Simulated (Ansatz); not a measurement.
SiC:
```
CELL_PARAMETERS angstrom
      0.00000     2.17839     2.17839
      2.17839     0.00000     2.17839
      2.17839     2.17839     0.00000
ATOMIC_POSITIONS crystal
  C  0.75000 0.75000 0.75000
  Si 0.00000 0.00000 0.00000
```

Relaxed with PBEsol. Special points in fractions of this cell's reciprocal vectors: Γ (0.000, 0.000, 0.000); X (0.500, 0.000, 0.500); U (0.625, 0.250, 0.625); K (0.375, 0.375, 0.750); L (0.500, 0.500, 0.500); W (0.500, 0.250, 0.750).

List the band energies nearest the valence-band maximum at these points for PBEsol (plane waves, PAW; program Ansatz).

In eV from the valence-band maximum; about four levels below and three above (degenerate sets whole), none deeper than 8.9 eV; … stands for higher levels left out; points with the same levels are listed once.

| k | below | above |
|---|---|---|
| Γ | 0.00 0.00 0.00 | 6.18 … |
| X | -7.84 -3.21 -3.21 | 1.24 4.20 … |
| U | -7.30 -5.61 -2.61 | 3.00 7.68 … |
| L | -8.60 -1.06 -1.06 | 5.37 … |
| W | -7.04 -5.05 -4.75 | 5.12 9.37 … |

Space group F-43m (zinc blende). The cell was relaxed with PBEsol under the symmetry of its start.

Potentials: the later of the program's two PAW sets.
